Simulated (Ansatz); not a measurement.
## SiN: relaxed-ion elastic tensor

All numbers below come from DFT PBE, scalar-relativistic, plane waves, PAW (Ansatz 0.2.0). Plane waves to 420 eV; Γ-centred k mesh 6×4×10; fixed occupations. No spin polarisation.

Equilibrium structure at this level:
```xyz
8
Lattice="4.8302 0.0000 0.0000 0.0000 7.2742 0.0000 0.0000 0.0000 2.9035" Properties=species:S:1:pos:R:3 pbc="T T T"
Si    4.6505    6.1026    0.0000
Si    2.2354    4.8087    1.4518
Si    0.1796    1.1716    0.0000
Si    2.5947    2.4655    1.4518
N     1.3708    5.2690    0.0000
N     3.7858    5.6424    1.4518
N     3.4594    2.0053    0.0000
N     1.0443    1.6318    1.4518
```

The cell was found from a proposed guess, not taken from experiment.

**Question.** Give the relaxed-ion elastic constants (GPa, Voigt order xx yy zz yz xz xy, on the Cartesian axes of the cell above).

**Answer.**
```
260.8 123.3  97.0   0.0   0.0   0.0
123.2 207.5  59.5   0.0   0.0   0.0
 97.1  59.6 428.2   0.0   0.0   0.0
  0.0   0.0   0.0  54.0   0.0   0.0
  0.0   0.0   0.0   0.0 136.6   0.0
  0.0   0.0   0.0   0.0   0.0  79.2
```

**Question.** Is the crystal stable against homogeneous strain?

**Answer.** Yes: the least eigenvalue of the tensor is 54.0 GPa.

**Question.** And the moduli of a polycrystal (Hill averages)?

**Answer.** B = 157 GPa, G = 87 GPa, E = 220 GPa, ν = 0.27.
